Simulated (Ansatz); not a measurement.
Au (hcp (Mg type), P6_3/mmc) under volume change, DFT-r²SCAN+D4 in the program Ansatz with PAW potentials, shape and atoms relaxed at each volume.

```json
[
 {"V (Å³/atom)": "15.821", "E − E(relaxed) (meV/atom)": "85.8", "P (GPa)": "19.61"},
 {"V (Å³/atom)": "16.342", "E − E(relaxed) (meV/atom)": "35.3", "P (GPa)": "11.68"},
 {"V (Å³/atom)": "16.864", "E − E(relaxed) (meV/atom)": "8.2", "P (GPa)": "5.22"},
 {"V (Å³/atom)": "17.385", "E − E(relaxed) (meV/atom)": "0.0", "P (GPa)": "0.00"},
 {"V (Å³/atom)": "17.907", "E − E(relaxed) (meV/atom)": "7.1", "P (GPa)": "-4.24"},
 {"V (Å³/atom)": "18.428", "E − E(relaxed) (meV/atom)": "26.7", "P (GPa)": "-7.69"},
 {"V (Å³/atom)": "18.950", "E − E(relaxed) (meV/atom)": "56.5", "P (GPa)": "-10.48"}
]
```

Q: What does a third-order Birch–Murnaghan fit give for V₀, B₀ and B′?

A: V₀ = 17.38 Å³/atom, B₀ = 157 GPa, B′ = 6.0.

The workflow started from an entry of the Crystallography Open Database (COD), which files this formula under 2 space groups. It is not the phase usual at ambient conditions (space group No. 225). The r²SCAN+D4 relaxation kept the symmetry of its start; its stability against distortions is not shown here. The pairwise dispersion correction was not fitted to metals. Spin–orbit coupling is left out wherever it is not named.

Potentials: the later of the program's two PAW sets.
